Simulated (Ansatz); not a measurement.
MoPd:
```
CELL_PARAMETERS angstrom
      0.00000     2.57272     2.57272
      2.57272     0.00000     2.57272
      2.57272     2.57272     0.00000
ATOMIC_POSITIONS crystal
  Pd 0.00000 0.00000 0.00000
  Mo 0.50000 0.50000 0.50000
```

This is the PBEsol-relaxed structure.

Task: All from the program Ansatz at the PBEsol level (PAW), unless another level is named. Predict the highest zone-centre frequency.

Result: 143 cm⁻¹.

Task: What about the bulk modulus (Birch–Murnaghan fit)?

Result: 192 GPa.

Space group Fm-3m (rock salt). The start of the workflow was typed in or built on a structure type; neither database checked (COD, Materials Project) lists it. Whether it is the stable phase at ambient conditions was not checked. Symmetry was held in the PBEsol relaxation. At this level the phase is mechanically unstable. The run is not spin-polarised. Its formation energy is positive at this level, so the cell may be metastable or incomplete. As this level gives no gap, phonon frequencies hold no LO–TO term and depend on the k-mesh and smearing (Fermi–Dirac, 0.1 eV here).

Potentials: the earlier of the program's two PAW sets. The files were generated under PBE; for other functionals the program regenerates the frozen cores, and for LDA and PBEsol the local potential too.
